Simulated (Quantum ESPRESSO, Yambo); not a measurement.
For LiTaF$_{6}$ (space group R-3, No. 148), Yambo gives the independent-particle static dielectric constant along x as 2.53 on PBEsol bands and 2.09 after a scissor of 4.70 eV widens every gap (4×4×4 mesh, 90 bands, 3 Ry local-field block, 0.2 eV broadening). Axes are Cartesian, with cell vectors (Å) (2.58, 1.49, 4.53), (-2.58, 1.49, 4.53), (0.00, -2.98, 4.53).

Question: A scissor keeps the position matrix elements. In a one-oscillator model, how does ε − 1 scale, and what mean transition energy do the two values imply?

Answer: Each transition adds |r|²/E to ε − 1, so ε − 1 ∝ 1/(E0 + Δ). Then (2.09 − 1)/(2.53 − 1) = E0/(E0 + Δ) = 0.712, and E0 = Δ(ε' − 1)/(ε − ε') = 11.6 eV. The computed Im ε, weighted by 1/E up to 20 eV, has its mean at 10.4 eV; the smallest direct PBEsol gap is 6.51 eV. The scissor comes from a G0W0 run whose convergence isn't established. Convergence of the RPA response with its 4×4×4 mesh was not tested.

Bands from Quantum ESPRESSO.

Spin-orbit coupling is not included.

Geometry of the Materials Project entry, not relaxed at this level; primitive cell a = b = c = 5.421 Å, α = β = γ = 56.95°.

The structure is a Materials Project entry; no match was found in the copy of COD used, and its stability was not checked.
